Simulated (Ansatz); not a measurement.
Method: Ansatz, DFT PBE, scalar-relativistic, plane waves, PAW. Settings: cutoff 420 eV, Γ-centred meshes spaced at most about 0.3 Å⁻¹, and about 0.25 Å⁻¹ or finer for metals (2π included), Gaussian smearing. No spin polarisation in the final relaxations.

All energies are static (0 K, no zero-point motion).

Two relaxed structures of Li3S2:

A.

```
CELL_PARAMETERS angstrom
2.91017 -4.12729 0.00000
2.91017 4.12729 0.00000
0.00000 0.00000 3.84881
ATOMIC_POSITIONS crystal
Li 0.69982 0.30018 0.50000
Li 0.30018 0.69982 0.50000
Li 0.00000 0.00000 0.00000
S 0.00000 0.50000 0.00000
S 0.50000 0.00000 0.00000
```

B.

```
CELL_PARAMETERS angstrom
6.61479 0.00000 0.00000
-3.30740 5.72858 0.00000
0.00000 0.00000 2.61225
ATOMIC_POSITIONS crystal
Li 0.47589 0.52411 0.00000
Li 0.47589 0.95178 0.00000
Li 0.04822 0.52411 0.00000
S 0.00000 0.00000 0.00000
S 0.66667 0.33333 0.00000
```

Question: Which form is favoured at zero pressure, and by what margin per atom?

Answer: A is lower, by 0.73 eV/atom. A has space group Cmmm (No. 65), 18.5 Å³/atom and no gap on its mesh; B has space group P-6m2 (No. 187), 19.8 Å³/atom and no gap. Counting S atoms around Li (those within 1.25 times the shortest such distance or 1.15 times the sum of covalent radii, 1.27 where that leaves under three), A has Li 4 and B has Li 1. The denser one is the lower, and pressure would at first widen the difference. Both come from invented guesses.

In Cmmm, P-6m2 an odd number of electrons in the primitive cell allows no gap without spin; a larger cell or a magnetic state could open one. A magnetic state wasn't ruled out in cells without spin, among them P-6m2. Cells relaxed within their symmetry can be saddle points.
